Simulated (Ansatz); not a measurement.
TaS2 in space group P6_3/mmc (No. 194; Ta on 2c, S on 4f), LDA in the plane-wave PAW code Ansatz, all energies at zero smearing, with the estimated change up to a 700 eV cutoff added, with one set of potentials and settings (totals compare only within such a set). Cell of 6 atoms (2 Ta, 4 S): -22850.087 eV.

| element | reference phase | E (eV/atom) |
|---|---|---|
| Ta | Im-3m, 1 atoms in the cell | -9682.6136 |
| S | Fddd, 32 atoms in the cell | -869.4931 |

Formation energy per atom, worked out: (-22850.087 − 2×(-9682.6136) − 4×(-869.4931))/6 = -1.148 eV/atom (-111 kJ per mol of atoms), at 0 K, without zero-point energy or fitted corrections.

The cell is a constructed one: a structure type filled with these elements; the Crystallography Open Database files this formula in space group No. 194, but the cells were not matched. It is not the phase usual at ambient conditions (space group No. 164). Symmetry was held in the LDA relaxation; of distortions, only those at the zone centre were tested. The run is not spin-polarised. A crystal of weakly bound layers computed without a dispersion correction: the cell and the soft elastic constants depend strongly on that. The references are the lowest solids computed at this level, not always the standard phases. Scalar-relativistic: spin–orbit coupling is off unless named, which matters more the heavier the elements.

Potentials: the later of the program's two PAW sets.
